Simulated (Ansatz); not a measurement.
## Relaxing LiMg

The calculation used DFT r2SCAN, scalar-relativistic, plane waves, PAW in Ansatz 0.2.0. Run with 500 eV cutoff, 14×14×14 k-mesh, Gaussian smearing of 0.10 eV, no spin polarisation.

What was changed: relaxed at 25 GPa.

Other phases may be more stable at this pressure.

Input:

```yaml
crystal:
  lattice:
    - [3.0513063391, 0.0, 0.0]
    - [0.0, 3.0513063391, 0.0]
    - [0.0, 0.0, 3.0509904233]
  atoms:
    - { symbol: Li, position: [0.0, 0.0, 0.0] }
    - { symbol: Mg, position: [0.5, 0.5, 0.5] }
basis:
  ecutwfc: 500
kpoints:
  mp_grid: { grid: [14, 14, 14] }
hamiltonian:
  xc: r2scan
scf:
  occupations: { method: gaussian, width: 0.1 }
output:
  forces: true
  stress: true
  eigenvalues: true
relax:
  adjacent_minimum: "off"
  f_tol: 0.008
  max_steps: 50
  cell: { stress_tol: 0.08, p_target: 25.0 }
```

F is the free energy. Steps run on the plane waves of an earlier cell, but the last one, and at times one on the way, on a freshly chosen basis, so a repeated geometry can differ a little in energy. The relaxation lowers the enthalpy F + PV at the target pressure, so F itself can rise.

Steps:

| step | F − F(1) (eV) | largest force component (eV/Å) | V (Å³/atom) | P (GPa) |
| --- | --- | --- | --- | --- |
| 1 | 0.0000 | 0.000 | 14.203 | 17.97 |
| 2 | 0.4809 | 0.000 | 12.570 | 30.26 |
| 3 | 0.2591 | 0.000 | 13.221 | 24.66 |
| 4 | 0.2719 | 0.000 | 13.179 | 24.98 |
| 5 | 0.2724 | 0.000 | 13.179 | 24.99 |

Relaxed structure:

```xyz
2
Lattice="2.9761 0.0000 0.0000 0.0000 2.9761 0.0000 0.0000 0.0000 2.9759" Properties=species:S:1:pos:R:3 pbc="T T T"
Li    0.0000    0.0000    0.0000
Mg    1.4880    1.4880    1.4880
```

Symmetry: Pm-3m, No. 221, cubic system. Conventional cell: a = 2.976 Å, b = 2.976 Å, c = 2.976 Å, α = 90.00°, β = 90.00°, γ = 90.00°. Li (site symmetry m-3m) has 8 Mg at 2.58 Å as nearest neighbours. Mg (site symmetry m-3m) is surrounded by 8 Li at 2.58 Å.

The run converged. The run took of the order of 40 core-seconds.